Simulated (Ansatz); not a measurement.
## Ru₂C: rattling a relaxed structure

The cell was found from a structure generator's guess, not taken from experiment.

Method: DFT PBE, scalar-relativistic, plane waves, PAW in Ansatz 0.2.0. Cutoff 420 eV; k points 18×18×10 on the computed 3-atom cell (Γ-centred); Gaussian smearing, width 0.10 eV; no spin polarisation.

The cell below (3 atoms, space group P-3m1 (No. 164)) is relaxed within its symmetry.

```
Ru C
1.0
     2.81167    0.00000    0.00000
    -1.40584    2.43498    0.00000
     0.00000    0.00000    4.98578
Ru C
2 1
Direct
  0.66667 0.33333 0.23626
  0.33333 0.66667 0.76374
  0.00000 0.00000 0.50000
```

For the test a repeat of it with 6 atoms (edges 2.81, 4.87, 4.99 Å) was strained at random (σ = 1.5 % a component), the atoms were moved at random (σ = 0.15 Å), and all was relaxed again on a coarse 8×4×4 mesh (in the run’s order of axes) with 0.20 eV smearing, with no symmetry imposed.

Q: What happens?

A: It doesn't return. The energy falls by 65 meV/atom on that mesh, the volume changes by -0.1 %, and the end has space group R-3m (No. 166) at a loose tolerance. Relaxed again on an 18×18×18 mesh with 0.10 eV smearing, the new structure lies 63 meV/atom below the first (mesh in the axes of the run's cell; the cell below is made exact in the group named). Space group R-3m (No. 166), trigonal, a = 2.905 Å, c = 13.977 Å. Around Ru lie 3 C at 2.09 Å and 12 Ru at 2.75–2.99 Å; C has 6 Ru at 2.09 Å.

```
Ru C
1.0
     1.45257    0.83864    4.65897
    -1.45257    0.83864    4.65897
     0.00000   -1.67729    4.65897
Ru C
2 1
Direct
  0.24469 0.24469 0.24469
  0.75531 0.75531 0.75531
  0.00000 0.00000 0.00000
```
